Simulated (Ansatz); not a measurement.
Pt3W:
```
CELL_PARAMETERS angstrom
      3.94143     0.00000     0.00000
      0.00000     3.94143     0.00000
      0.00000     0.00000     3.94143
ATOMIC_POSITIONS crystal
  Pt 0.00000 0.50000 0.50000
  Pt 0.50000 0.50000 0.00000
  Pt 0.50000 0.00000 0.50000
  W  0.00000 0.00000 0.00000
```

Relaxed with r²SCAN. Special points in fractions of this cell's reciprocal vectors: Γ (0.000, 0.000, 0.000); X (0.000, 0.500, 0.000); M (0.500, 0.500, 0.000); R (0.500, 0.500, 0.500).

**Question.** List the band energies nearest the Fermi level at these points for DFT-r²SCAN in the program Ansatz with PAW potentials.

**Answer.** In eV from the Fermi level; about four levels below and three above (degenerate sets whole), none deeper than 8.9 eV; points with the same levels are listed once.

```json
[
 {"k": "Γ", "below": "-0.97 -0.34 -0.34 -0.34", "above": "1.32 1.32 1.32"},
 {"k": "X", "below": "-0.96 -0.96 -0.33 -0.11", "above": "0.54 2.54 6.34"},
 {"k": "M", "below": "-2.60 -0.33 -0.33 -0.04", "above": "1.13 1.13 3.40"},
 {"k": "R", "below": "-0.98 -0.98 -0.98 -0.85 -0.85 -0.85", "above": "1.06 1.06 1.06"}
]
```

Space group Pm-3m (Cu3Au type). The cell is a constructed one: a structure type filled with these elements; neither database checked (COD, Materials Project) lists it. Its standing as an ambient phase is unchecked. The r²SCAN relaxation kept the symmetry of its start; whether a distortion lowers the energy is not shown. The run is not spin-polarised. Scalar-relativistic: spin–orbit coupling is off unless named, which matters more the heavier the elements.

Potentials: the earlier of the program's two PAW sets. The files were generated under PBE; for other functionals the program regenerates the frozen cores, and for LDA and PBEsol the local potential too.
